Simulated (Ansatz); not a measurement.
Task: Each is relaxed and computed with DFT-r²SCAN in the program Ansatz with PAW potentials. Which is the only one with a gap?
(A) SiGe, R-3m (Ge on 3a, Si on 3b)
(B) Zn2GeO4, R-3 (Pearson symbol hR42)
(C) GeOs, P-6m2 (Os on 1a, Ge on 1f)
(D) TaGe2, P6/mmm (Ta on 1a, Ge on 2d)

Result: B, Zn2GeO4, R-3 (Pearson symbol hR42). Zn2GeO4: gap 2.73 eV (direct); TaGe2: metal; GeOs: metal; SiGe: metal. Constructed cells (a structure type filled with these elements, in neither database checked): TaGe2, P6/mmm (Ta on 1a, Ge on 2d); GeOs, P-6m2 (Os on 1a, Ge on 1f). Typed or built starts, not in the databases checked: SiGe, R-3m (Ge on 3a, Si on 3b). Standing as an ambient phase not checked: Zn2GeO4, R-3 (Pearson symbol hR42). Unstable at this level: TaGe2, P6/mmm (Ta on 1a, Ge on 2d). All cells were relaxed under the symmetry of their starts (and spin orders); stability against distortions was not tested throughout. Rows with no word on spin ran without spin polarisation. Scalar-relativistic: spin–orbit coupling is off unless named, which matters more the heavier the elements.

Potentials: the earlier of the program's two PAW sets.
